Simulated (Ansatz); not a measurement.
The relaxed structure here is a generated cell of SrTiO3: the first start was made by placing the elements on the sites of a structure type, and the end was not matched to a known phase here, so it may be hypothetical. Known forms of SrTiO3 include space group No. 221.

One stationary structure of SrTiO$_{3}$. Space group R3c (No. 161). All values below come from PBEsol (plane waves to 420 eV, PAW, scalar-relativistic; Ansatz, a first-principles code).

Space group R3c, hexagonal axes (No. 161); a = b = 5.5071 Å, c = 13.4648 Å, α = β = 90.00°, γ = 120.00°

| atom | site | symmetry | x | y | z |
|---|---|---|---|---|---|
| Sr | 6a | 3. | 0.0000 | 0.0000 | 0.2630 |
| Ti | 6a | 3. | 0.0000 | 0.0000 | 0.0140 |
| O | 18b | 1 | 0.1397 | 0.3336 | 0.0911 |
(The calculation used a cell of 10 atoms; values per cell refer to that cell.)

**Question.** What is the computed band gap (PBEsol)?

**Answer.** 2.12 eV, direct (no spin-orbit coupling).

No spin polarisation in the result.

The run could not lose the symmetry of its start: the end is stationary, and may be a saddle point rather than a minimum.
